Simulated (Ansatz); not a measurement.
PW in space group Pnma (No. 62; P on 4c, W on 4c) under volume change, r²SCAN in the plane-wave PAW code Ansatz, shape and atoms relaxed at each volume.

```json
[
 {"V (Å³/atom)": "13.231", "E − E(relaxed) (meV/atom)": "(withheld)", "P (GPa)": "(withheld)"},
 {"V (Å³/atom)": "13.668", "E − E(relaxed) (meV/atom)": "40.5", "P (GPa)": "15.87"},
 {"V (Å³/atom)": "14.104", "E − E(relaxed) (meV/atom)": "(withheld)", "P (GPa)": "(withheld)"},
 {"V (Å³/atom)": "14.540", "E − E(relaxed) (meV/atom)": "0.0", "P (GPa)": "-0.01"},
 {"V (Å³/atom)": "14.976", "E − E(relaxed) (meV/atom)": "8.5", "P (GPa)": "-6.11"},
 {"V (Å³/atom)": "15.412", "E − E(relaxed) (meV/atom)": "32.3", "P (GPa)": "-11.24"},
 {"V (Å³/atom)": "15.849", "E − E(relaxed) (meV/atom)": "68.7", "P (GPa)": "-15.32"}
]
```

Complete the blanks.


- 14.104, E − E(relaxed) (meV/atom): 9.4
- 14.104, P (GPa): 7.18
- 13.231, E − E(relaxed) (meV/atom): 97.3
- 13.231, P (GPa): 26.15

What does a third-order Birch–Murnaghan fit give for V₀, B₀ and B′?

V₀ = 14.54 Å³/atom, B₀ = 220 GPa, B′ = 4.9.

The first step of the workflow began from a Materials Project structure, measured or hypothetical; the Crystallography Open Database files this formula in space group No. 62, but the cells were not matched. Whether it is the stable phase at ambient conditions was not checked. The cell was relaxed with r²SCAN under the symmetry of its start; whether a distortion lowers the energy is not shown. No spin polarisation was allowed. Scalar-relativistic: spin–orbit coupling is off unless named, which matters more the heavier the elements.

Potentials: the later of the program's two PAW sets.
